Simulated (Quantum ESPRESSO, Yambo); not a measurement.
## LiCa₂CuN₂: DFT and GW levels

```cif
data_Ca4Cu2Li2N4
_chemical_formula_sum 'Li2 N4 Ca4 Cu2'
_space_group_name_H-M_alt 'P42/mnm'
_space_group_IT_number 136
_space_group_name_Hall '-P 4n 2n'
_cell_length_a 5.30352
_cell_length_b 5.30352
_cell_length_c 6.62918
_cell_angle_alpha 90.000
_cell_angle_beta 90.000
_cell_angle_gamma 90.000
loop_
_atom_site_label
_atom_site_type_symbol
_atom_site_symmetry_multiplicity
_atom_site_Wyckoff_symbol
_atom_site_fract_x
_atom_site_fract_y
_atom_site_fract_z
_atom_site_occupancy
Li1 Li 2 a 0.00000 0.00000 0.00000 1
N1 N 4 f 0.25184 0.25184 0.00000 1
Ca1 Ca 4 d 0.00000 0.50000 0.25000 1
Cu1 Cu 2 b 0.00000 0.00000 0.50000 1
```

The geometry is that of Materials Project entry mp-1222411, symmetrised and not relaxed again.

Starting point: norm-conserving PBEsol (Quantum ESPRESSO, 92 Ry, no spin-orbit coupling). G0W0 in Yambo: 2×2×2 Γ-centred k mesh, bands 11 to 288 and a 7 Ry block in the screening, 288 bands in G with the Bruneval-Gonze terminator, plasmon pole fitted at 27.2 eV.

The PBEsol gap along the band path comes out as 0.97 eV. The PBEsol gap between the mesh's edge points (Γ → Γ) is 0.97 eV and the G0W0 gap between the same points comes out as 1.47 eV.

| k point | band | E PBEsol (eV) | E QP (eV) | shift (eV) | Z |
|---|---|---|---|---|---|
| Γ | VB | 0.00 | -0.24 | -0.24 | 0.74 |
| Γ | CB | 0.97 | 1.24 | 0.27 | 0.81 |
| Z | VB | -0.02 | -0.27 | -0.25 | 0.74 |
| Z | CB | 1.01 | 1.31 | 0.30 | 0.80 |
| X | VB | -0.39 | -0.67 | -0.28 | 0.74 |
| X | CB | 2.09 | 2.55 | 0.46 | 0.80 |
| R | VB | -0.22 | -0.45 | -0.23 | 0.74 |
| R | CB | 2.35 | 2.90 | 0.56 | 0.79 |
| M | VB | -0.08 | -0.26 | -0.18 | 0.74 |
| M | CB | 2.21 | 2.85 | 0.64 | 0.80 |
| A | VB | -0.06 | -0.24 | -0.19 | 0.74 |
| A | CB | 2.42 | 2.67 | 0.25 | 0.80 |

Energies count from the PBEsol valence-band maximum.

Nearest settings tried, and what they do to the gap: 193 bands in G: +9 meV; 145 bands in W: +54 meV; 6 Ry block (325 vectors against 391): +2 meV; 2×2×1 mesh: -108 meV. So the settings aren't converged at that level. Oxides, nitrides and fluorides with a shallow 3d shell are known to need far more bands and larger blocks. The k mesh is coarse.

The filled Cu 3d shell has no Hubbard U; semilocal functionals place it too high.

The structure is a Materials Project entry; no match was found in the copy of COD used, and its stability was not checked.
